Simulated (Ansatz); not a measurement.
KScS₂, ordered on the rocksalt lattice (P4/mmm) with 4 atoms a cell, relaxed with r2SCAN in Ansatz 0.2.0. Space group P4/mmm (No. 123), tetragonal; conventional cell a = 4.035 Å, c = 5.465 Å, 22.25 Å³ an atom. Around K lie 6 S at 2.73–2.85 Å; around S lie 2 K at 2.73 Å and 4 Sc at 2.85 Å; around Sc lie 6 S at 2.73–2.85 Å; around S lie 2 Sc at 2.73 Å and 4 K at 2.85 Å.

The axes x, y and z are those of this cell:
```xyz
4
Lattice="4.0353 0.0000 0.0000 0.0000 4.0353 0.0000 0.0000 0.0000 5.4655" Properties=species:S:1:pos:R:3 pbc="T T T"
K     0.0000    0.0000    0.0000
S     0.0000    0.0000    2.7327
Sc    2.0176    2.0176    2.7327
S     2.0176    2.0176    0.0000
```

Unstrained: The HSE06 gap is direct at Γ: 0.856 eV. Meshes: HSE06 4×4×4. Strains are changes of length per length. After each strain the atoms were relaxed again with r2SCAN within the symmetry that the strain leaves, so tilts or polar shifts that break it weren't tested; points keep the names that they have in the unstrained zone. No spin polarisation and no zero-point or thermal motion; the cell was built from a prototype and may be hypothetical.

Question: Apply uniaxial -5.28 % along x, other directions held. How far does the gap move, against the unstrained cell?

Answer: HSE06: the gap goes from 0.856 to 0.403 eV (-0.453 eV); with HSE06 the top three valence levels at Γ, grouped 2+1 from the top over 461 meV, become 1+1+1 over 783 meV.

Question: Apply uniaxial -1.31 % along z, other directions held. How far does the gap move, against the unstrained cell?

Answer: HSE06: the gap goes from 0.856 to 0.951 eV (+0.095 eV); with HSE06 the top three valence levels at Γ, grouped 2+1 from the top over 461 meV, become 2+1 over 350 meV.

The meshes of the hybrids are coarse, so their gaps aren't converged to the digits shown.

The splittings at Γ are without spin-orbit coupling, which regroups them where it is of like size or larger.
